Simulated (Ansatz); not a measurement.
Values for one crystal, relaxed and computed with plane-wave PAW PBE+D3(BJ) (Ansatz code); other levels are named.

| Quantity | Value |
|---|---|
| Volume per atom | 17.55 Å³ |
| Electronic character | metallic (no gap) |
| Density of states at the Fermi level | 0.38 states/eV per atom (mean over ±0.08 eV) |
| Formation energy from the elements (no fitted shifts) | -698 meV/atom |

Task: Which of these materials gives this?
A. CoNbS2, P6_3/mmc (S on 4f, Nb on 2b, Co on 2a)
B. MnTiS2, P-3m1 (S on 2d, Ti on 1a, Mn on 1b)
C. WS2, C2/m (S on 4i, S on 4i, W on 4i)
D. W2N3, P6_3/mmc (W on 4f, N on 4f, N on 2c)

Result: C, WS2, C2/m (S on 4i, S on 4i, W on 4i)

The start of the workflow was typed in or built on a structure type; neither database checked (COD, Materials Project) lists it. It is not the phase usual at ambient conditions (space group No. 194). The cell was relaxed with PBE+D3(BJ) under the symmetry of its start; its stability against distortions is not shown here. The workflow began spin-polarised and lost its moments. The references are the lowest solids computed at this level, not always the standard phases. Spin–orbit coupling is left out wherever it is not named.

Potentials: the later of the program's two PAW sets.
